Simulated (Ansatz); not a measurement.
La3AlN, DFT, LDA, PAW with Ansatz's default frozen-core files, scalar-relativistic (Ansatz 0.2.0), run on 2 threads of Arm Neoverse V2 on a shared host.

The cell is the one relaxed in the Materials Project (mp-4505), not relaxed further here; entries there can be hypothetical.

Command: `ansatz run input.yaml --threads 2 --pin off --max-ram 6144MiB --backend cpu --events-out ev --progress --plain --runs-dir out`

```yaml
crystal:
  lattice:
    - [5.0975180767, 0.0, 0.0]
    - [0.0, 5.0975180767, 0.0]
    - [0.0, 0.0, 5.0975180767]
  atoms:
    - { symbol: La, position: [0.5, 0.5, 0.0] }
    - { symbol: La, position: [0.0, 0.5, 0.5] }
    - { symbol: La, position: [0.5, 0.0, 0.5] }
    - { symbol: Al, position: [0.0, 0.0, 0.0] }
    - { symbol: "N", position: [0.5, 0.5, 0.5] }
kpoints:
  mp_grid: { grid: [6, 6, 6] }
  band_path:
    path:
      - [0.0, 0.0, 0.0]
      - [0.0, 0.5, 0.0]
      - [0.5, 0.5, 0.0]
      - [0.0, 0.0, 0.0]
      - [0.5, 0.5, 0.5]
      - [0.0, 0.5, 0.0]
      - [0.5, 0.5, 0.5]
      - [0.5, 0.5, 0.0]
    npoints: 14
scf:
  occupations: { method: fermi_dirac, width: 0.08 }
hamiltonian:
  xc: lda
  pseudopotentials: { kind: paw }
output:
  forces: true
  stress: true
  eigenvalues: true
  efg: { contact_densities: true }
  populations: true
  bader: true
  dos: { projected: true, de: 0.2, e_range: [-14, 8] }
  write_density: true
  write_potential: true
  elf: true
  volumetric_format: npy
```

Q: How large is the problem that the program sets up?

A: 20 irreducible k-points, 2553 plane waves at Γ, 26 bands.

Q: Estimate the wall time.

A: 20 s of wall time for 7 SCF iterations. Times on shared machines scatter by tens of per cent.

Q: And the same cell and mesh by full-potential LAPW, asked for forces, stress, eigenvalues, populations, dos and the same band path, on the same hardware?

A: 62 s.

Q: And the same cell and mesh by all-electron PAW (datasets made for this crystal), asked for forces, stress, eigenvalues, efg and the same band path, on the same hardware?

A: 43 s.
